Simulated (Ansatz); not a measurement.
Relaxed-ion elastic tensor of Y (hcp (Mg type), space group No. 194) in GPa (Voigt order), PBE+D3(BJ) (plane waves, PAW; program Ansatz); density 4.69 g/cm³, 31.49 Å³ per atom.

```csv
,1,2,3,4,5,6
1,77.3,25.4,22.7,0.0,0.0,0.0
2,25.4,77.3,22.7,0.0,0.0,0.0
3,22.7,22.7,83.7,0.0,0.0,0.0
4,0.0,0.0,0.0,26.4,0.0,0.0
5,0.0,0.0,0.0,0.0,26.4,0.0
6,0.0,0.0,0.0,0.0,0.0,26.0
```

Q: Is the crystal mechanically stable?

A: Yes: the smallest eigenvalue of C is 26.0 GPa.

Q: Work out the Voigt, Reuss and Hill averages.

A: K_V = 42.2, K_R = 42.2, K_H = 42.2; G_V = 26.9, G_R = 26.8, G_H = 26.9 GPa.

Q: Give Young's modulus, Poisson's ratio, Pugh's ratio and the universal anisotropy index.

A: E = 9KG/(3K + G) = 66.5 GPa; ν = 0.24; K/G = 1.57 (brittle by the Pugh limit of 1.75); A_U = 5G_V/G_R + K_V/K_R − 6 = 0.02.

Q: Estimate the sound speeds and the Debye temperature.

A: v_l = √((K + 4G/3)/ρ) = 4080 m/s, v_t = √(G/ρ) = 2390 m/s, mean 2650 m/s; Θ = (h/k)(3n/4πV)^(1/3) v_m = 250 K.

Q: Solve the Christoffel equation for the three sound speeds along x, y, z.

A: Eigenvalues of C_ijkl n_j n_l equal ρv². In km/s, slowest first: x 2.35, 2.37, 4.06; y 2.35, 2.37, 4.06; z 2.37, 2.37, 4.23.

Q: How much does each axis shrink under pressure?

A: Linear compressibilities β_i = Σ_j S_ij (j = 1 to 3): x 8.1, y 8.1, z 7.6 per TPa.

Space group P6_3/mmc (hcp (Mg type)). The cell was relaxed with PBE+D3(BJ) under the symmetry of its start. No spin polarisation was allowed. The pairwise dispersion correction was not fitted to metals. As this level gives no gap, shear constants depend on the k-mesh and smearing (Fermi–Dirac, 0.1 eV here). On the denser mesh and wider smearing of the elastic run this cell carries a stress of 0.4 GPa.

Potentials: the earlier of the program's two PAW sets.
